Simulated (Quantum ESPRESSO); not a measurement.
**Kohn-Sham bands of VBiO₄ (I4₁/a)**

```
VBiO4
1.0
    5.12211     0.00000     0.00000
    0.00000     5.12211     0.00000
   -2.56106    -2.56106     5.79606
V Bi O
2 2 8
Direct
  0.50000   0.50000   0.00000
  0.75000   0.25000   0.50000
  0.00000   0.00000   0.00000
  0.25000   0.75000   0.50000
  0.56190   0.17085   0.84174
  0.92089   0.31190   0.34174
  0.27984   0.67089   0.84174
  0.42085   0.02984   0.34174
  0.68810   0.57915   0.65826
  0.32911   0.43810   0.15826
  0.97016   0.07911   0.65826
  0.82915   0.72016   0.15826
```

Materials Project entry mp-23044; symmetrised, unrelaxed at this level. COD (Crystallography Open Database) has the formula in 4 space groups, this one among them (matched by group alone). Level: PBEsol, no spin polarisation, no spin-orbit coupling; pw.x of Quantum ESPRESSO at 68 Ry with PseudoDojo potentials, 4×4×4 k-points, Wannier90. Density: 8×8×8 mesh, cold smearing 0.01 Ry. Spin-orbit coupling is left out although heavy elements are present.

Energies are relative to the valence-band maximum; weights are on the orthonormalised atomic waves of the pseudopotential files, averaged over the group. 104 electrons a cell are treated as valence.

```tsv
bands	from (eV)	to (eV)	filling	weight on atomic waves
1–2	-64.10	-64.10	filled	___
3–8	-38.18	-38.14	filled	___
9–18	-21.85	-21.71	filled	___
19–26	-18.12	-16.21	filled	___
27–28	-9.90	-8.93	filled	___
29–52	-5.46	0.00	filled	___
53–68	2.10	7.34	empty	___
```

### Question
Which atomic shells make up each group?

### Answer

- 1–2, weight on atomic waves: V 3s 96 %
- 3–8, weight on atomic waves: V 3p 97 %
- 9–18, weight on atomic waves: Bi 5d 99 %
- 19–26, weight on atomic waves: O 2s 84 %, Bi 6p 4 %, V 3d 4 %
- 27–28, weight on atomic waves: Bi 6s 68 %, O 2p 23 %, O 2s 6 %
- 29–52, weight on atomic waves: O 2p 78 %, V 3d 12 %, Bi 6p 5 %
- 53–68, weight on atomic waves: V 3d 41 %, Bi 6p 27 %, O 2p 26 %

The Kohn-Sham gap over both meshes and the path is 2.08 eV.
